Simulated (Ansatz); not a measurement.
CuI (wurtzite)

```cif
data_Cu2I2
_chemical_formula_sum 'Cu2 I2'
_space_group_name_H-M_alt 'P63mc'
_space_group_IT_number 186
_space_group_name_Hall 'P 6c -2c'
_cell_length_a 4.18654
_cell_length_b 4.18654
_cell_length_c 6.89725
_cell_angle_alpha 90.000
_cell_angle_beta 90.000
_cell_angle_gamma 120.000
loop_
_atom_site_label
_atom_site_type_symbol
_atom_site_symmetry_multiplicity
_atom_site_Wyckoff_symbol
_atom_site_fract_x
_atom_site_fract_y
_atom_site_fract_z
_atom_site_occupancy
Cu1 Cu 2 b 0.33333 0.66667 0.37371 1
I1 I 2 b 0.33333 0.66667 0.00129 1
```

This relaxed cell (volume V₀) is scaled evenly in all directions, its shape held. The atoms relax within the cell's symmetry.

Method: PBEsol (plane waves to 420 eV, PAW, scalar-relativistic; Ansatz, a program for electronic structure). k mesh 9×9×5 (Γ-centred), Fermi-Dirac smearing 0.05 eV. E stands for the smeared free energy. Stress and pressure are positive under compression. CuI is run without spin polarisation. CuI was relaxed with its symmetry unable to fall. Spin-orbit coupling is left out, though I is heavy. The PAW data are Ansatz's earlier set. This is one of several known forms of CuI; the measured ambient cells at hand have space group No. 156 or 216. ΔE is measured from the relaxed starting cell.

**Question.** Give the computed ΔE (meV/atom) and P (GPa) at V/V₀ = 0.940, 0.955, 0.970, 0.985, 1.015, 1.045.

**Answer.** 
```json
[
 {"V/V₀": "0.940", "ΔE (meV/atom)": "16.4", "P (GPa)": "3.57"},
 {"V/V₀": "0.955", "ΔE (meV/atom)": "9.0", "P (GPa)": "2.55"},
 {"V/V₀": "0.970", "ΔE (meV/atom)": "3.9", "P (GPa)": "1.62"},
 {"V/V₀": "0.985", "ΔE (meV/atom)": "0.9", "P (GPa)": "0.77"},
 {"V/V₀": "1.015", "ΔE (meV/atom)": "0.9", "P (GPa)": "-0.70"},
 {"V/V₀": "1.045", "ΔE (meV/atom)": "7.4", "P (GPa)": "-1.93"}
]
```

(Under strain, the slope of the energy per volume gives the stress and its curvature an elastic modulus.)
